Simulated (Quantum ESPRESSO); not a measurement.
# Band energies of NbZn₃

```xyz
4
Lattice="3.9100 0.0000 0.0000 0.0000 3.9100 0.0000 0.0000 0.0000 3.9100" Properties=species:S:1:pos:R:3 pbc="T T T"
Zn     1.9550     0.0000     1.9550
Zn     0.0000     1.9550     1.9550
Zn     1.9550     1.9550     0.0000
Nb     0.0000     0.0000     0.0000
```

norm-conserving PBEsol (Quantum ESPRESSO, 84 Ry, without SOC); path ΓXMΓRX,MR; energies in eV from the Fermi level.

```csv
k (1/Å),point,band 32,band 33,band 34,band 35,band 36,band 37,band 38,band 39
0.00,Γ,-6.07,-1.36,-1.36,0.43,0.43,0.43,1.54,1.54
0.23,,-6.07,-2.19,-1.32,-0.03,-0.03,0.58,1.54,2.11
0.46,,-6.07,-3.85,-1.22,-0.64,-0.64,1.04,1.53,3.13
0.80,X,-6.07,-6.07,-1.11,-1.06,-1.06,1.52,1.67,3.30
1.03,,-6.07,-5.77,-1.54,-1.19,-0.94,0.98,1.72,3.56
1.38,,-5.85,-4.57,-2.91,-2.15,-0.50,-0.11,1.75,2.49
1.61,M,-5.75,-3.44,-3.33,-3.33,-0.35,-0.35,1.74,2.52
1.81,,-5.92,-4.16,-3.28,-2.17,-0.40,-0.23,1.73,2.39
2.12,,-6.22,-3.46,-2.94,-0.94,-0.45,0.36,1.64,2.03
2.33,,-6.14,-2.45,-2.42,-0.64,-0.29,0.89,1.39,2.00
2.64,,-6.08,-1.49,-1.40,0.22,0.31,0.56,1.49,1.67
2.74,Γ,-6.07,-1.36,-1.36,0.43,0.43,0.43,1.54,1.54
2.84,,-6.08,-1.44,-1.44,0.17,0.46,0.46,1.56,1.56
3.04,,-6.10,-1.88,-1.88,-0.89,0.39,0.39,1.89,1.89
3.34,,-6.11,-2.49,-2.49,-2.17,-0.32,-0.32,2.62,2.63
3.54,,-6.12,-2.71,-2.71,-2.47,-0.75,-0.75,1.92,2.77
3.84,,-4.60,-2.85,-2.85,-1.95,-1.01,-1.01,-0.31,2.42
4.04,,-3.37,-2.86,-2.86,-2.03,-1.09,-1.03,-1.03,2.15
4.13,R,-2.87,-2.87,-2.87,-2.52,-1.02,-1.02,-1.02,2.11
4.23,,-3.33,-2.89,-2.85,-2.04,-1.11,-1.04,-0.99,2.12
4.51,,-4.88,-3.63,-2.63,-1.37,-1.21,-1.14,0.31,2.08
4.70,,-5.57,-4.55,-2.31,-1.26,-1.06,-0.83,1.73,1.95
4.99,,-6.03,-5.63,-1.57,-1.18,-1.05,0.60,1.76,3.86
5.18,,-6.08,-6.01,-1.13,-1.12,-1.06,1.40,1.68,3.39
5.27,X,-6.07,-6.07,-1.11,-1.06,-1.06,1.52,1.67,3.30
5.27,M,-5.75,-3.44,-3.33,-3.33,-0.35,-0.35,1.74,2.52
5.57,,-5.20,-3.23,-3.23,-2.89,-0.51,-0.51,1.15,1.86
5.77,,-4.40,-3.05,-3.05,-2.04,-0.76,-0.76,-0.47,2.00
6.07,R,-2.87,-2.87,-2.87,-2.52,-1.02,-1.02,-1.02,2.11
```

A metal at this level: along this path bands 35, 36, 37, 38 cross the Fermi level.

Spin-orbit splittings are left out.

Geometry of the Materials Project entry, not relaxed at this level.
